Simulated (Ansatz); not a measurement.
KLuS₂:
```yaml
crystal:
  lattice:
    - [1.97591, 1.14079, 7.30261]
    - [-1.97591, 1.14079, 7.30261]
    - [0.00000, -2.28159, 7.30261]
  atoms:
    - { symbol: Lu, position: [0.50000, 0.50000, 0.50000] }
    - { symbol: K, position: [0.00000, 0.00000, 0.00000] }
    - { symbol: S, position: [0.23308, 0.23308, 0.23308] }
    - { symbol: S, position: [0.76692, 0.76692, 0.76692] }
```

Relaxed with r²SCAN. r²SCAN (plane waves, PAW; program Ansatz) gives a gap of 2.70 eV.

Task: What gap does HSE06 give on the same cell (Ansatz, PAW)?

Result: 3.31 eV, 0.61 eV more. The hybrid was solved on a coarser mesh and at special points; its gap is the smallest among all of these.

Cost on shared cores: the r²SCAN run (SCF on a 8×8×8 mesh, then bands and DOS) about 80 core-seconds (a rough figure), the HSE06 run (SCF on 6×6×6, then a few points) about 4 core-minutes (a rough figure); the tasks are unlike.

Space group R-3m. The workflow started from an entry of the Crystallography Open Database (COD, 301 K). Whether it is the stable phase at ambient conditions was not checked. The cell was relaxed with r²SCAN under the symmetry of its start; whether a distortion lowers the energy is not shown. Scalar-relativistic: spin–orbit coupling is off unless named, which matters more the heavier the elements.

Potentials: the later of the program's two PAW sets.
